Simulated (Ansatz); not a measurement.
LiCl:
```
CELL_PARAMETERS angstrom
      3.88373     0.00000     0.00000
     -1.94186     3.36341     0.00000
      0.00000     0.00000     6.17194
ATOMIC_POSITIONS crystal
  Li 0.66667 0.33333 0.87891
  Li 0.33333 0.66667 0.37891
  Cl 0.66667 0.33333 0.49609
  Cl 0.33333 0.66667 0.99609
```

Tensor components refer to the Cartesian frame of this cell.

Task: Give the proper piezoelectric stress tensor with relaxed ions from the program Ansatz at the PBEsol level (PAW).

Result: In C/m², rows x, y, z, Voigt columns; mesh uncertainty up to 0.00.
```
 0.00   0.00   0.00   0.00   0.13   0.00
 0.00   0.00   0.00   0.13   0.00   0.00
 0.18   0.18  -0.41   0.00   0.00   0.00
```

The elastic tensor of the same run (GPa):

```
36.6  21.6  19.8   0.0   0.0   0.0
21.6  36.6  19.8   0.0   0.0   0.0
19.8  19.8  35.1   0.0   0.0   0.0
 0.0   0.0   0.0   8.3   0.0   0.0
 0.0   0.0   0.0   0.0   8.3   0.0
 0.0   0.0   0.0   0.0   0.0   7.5
```

Task: Convert to strain constants d = e·S.

Result: In pC/N:
```
  0.0    0.0    0.0    0.0   15.6    0.0
  0.0    0.0    0.0   15.6    0.0    0.0
 11.5   11.5  -24.8    0.0    0.0    0.0
```

Space group P6_3mc (wurtzite). The first step of the workflow began from a Materials Project structure, measured or hypothetical; the Crystallography Open Database copy checked does not list it. It is not the phase usual at ambient conditions (space group No. 225). Symmetry was held in the PBEsol relaxation; whether a distortion lowers the energy is not shown.

Potentials: the later of the program's two PAW sets.
